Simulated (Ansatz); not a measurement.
Cd₂TeSe:
```cif
data_Cd2SeTe
_chemical_formula_sum 'Cd2 Te1 Se1'
_space_group_name_H-M_alt 'P 1'
_space_group_IT_number 1
_cell_length_a 4.44328
_cell_length_b 4.44328
_cell_length_c 7.27154
_cell_angle_alpha 90.000
_cell_angle_beta 90.000
_cell_angle_gamma 120.000
loop_
_space_group_symop_operation_xyz
  'x, y, z'
loop_
_atom_site_label
_atom_site_type_symbol
_atom_site_fract_x
_atom_site_fract_y
_atom_site_fract_z
_atom_site_occupancy
Cd1 Cd 0.66667 0.33333 0.48358 1
Cd2 Cd 0.00000 0.00000 0.01495 1
Te1 Te 0.00000 0.00000 0.62801 1
Se1 Se 0.66667 0.33333 0.12147 1
```

Relaxed with PBEsol. PBEsol (plane waves, PAW; program Ansatz) gives a gap of 0.16 eV.

### Question
What gap does HSE06 give on the same cell (Ansatz, PAW)?

### Answer
1.11 eV, 0.95 eV more. The hybrid was solved on a coarser mesh and at special points; its gap is the smallest among all of these.

| k | v1 PBEsol | c1 PBEsol | v1 HSE06 | c1 HSE06 |
|---|---|---|---|---|
| Γ | 0.00 | 0.16 | 0.00 | 1.11 |
| A | -0.17 | 1.45 | … | … |
| K | -1.92 | 3.41 | … | … |
| H | -1.18 | 2.85 | -1.25 | 3.81 |
| M | -0.87 | 2.40 | … | … |
| L | -1.21 | 2.10 | … | … |

### Question
Top valence (v1) and lowest conduction level (c1) in eV from each method's valence maximum (which need not be a listed point): supply the withheld HSE06 values.

### Answer

- M, v1 HSE06: -0.93
- M, c1 HSE06: 3.32
- A, v1 HSE06: -0.17
- A, c1 HSE06: 2.39
- L, v1 HSE06: -1.28
- L, c1 HSE06: 2.99
- K, v1 HSE06: -2.06
- K, c1 HSE06: 4.22

Cost on shared cores: the PBEsol run (SCF on a 7×7×4 mesh, then bands and DOS) roughly 110 core-seconds, the HSE06 run (SCF on 5×5×3, then a few points) very roughly 6 core-minutes; the tasks are unlike.

Space group P3m1. The first step of the workflow began from a Materials Project structure, measured or hypothetical; the Crystallography Open Database copy checked does not list it. Whether it is the stable phase at ambient conditions was not checked. The cell was relaxed with PBEsol under the symmetry of its start; of distortions, only those at the zone centre were tested. Scalar-relativistic: spin–orbit coupling is off unless named, which matters more the heavier the elements.

Potentials: the later of the program's two PAW sets.
